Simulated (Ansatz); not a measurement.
With PBE (plane waves, PAW; program Ansatz), Ta2BN in the trigonal phase (R-3m; Ta on 6c, N on 3b, B on 3a) relaxes to a = 3.186 Å, c = 15.716 Å. N has 6 nearest neighbours from 2.29 Å (octahedral); B has 6 nearest neighbours from 2.23 Å (octahedral). Against the elements it lies at -0.78 eV/atom, with no fitted shifts.

Electronic character: metallic (no gap).

An equation-of-state fit gives a bulk modulus of 2810 kbar.

The start of the workflow was typed in or built on a structure type; neither database checked (COD, Materials Project) lists it. Its standing as an ambient phase is unchecked. The cell was relaxed with PBE under the symmetry of its start; whether a distortion lowers the energy is not shown. No spin polarisation was allowed. The references are the lowest solids computed at this level, not always the standard phases (solids in place of the gases). Spin–orbit coupling is left out wherever it is not named.

Potentials: the earlier of the program's two PAW sets.
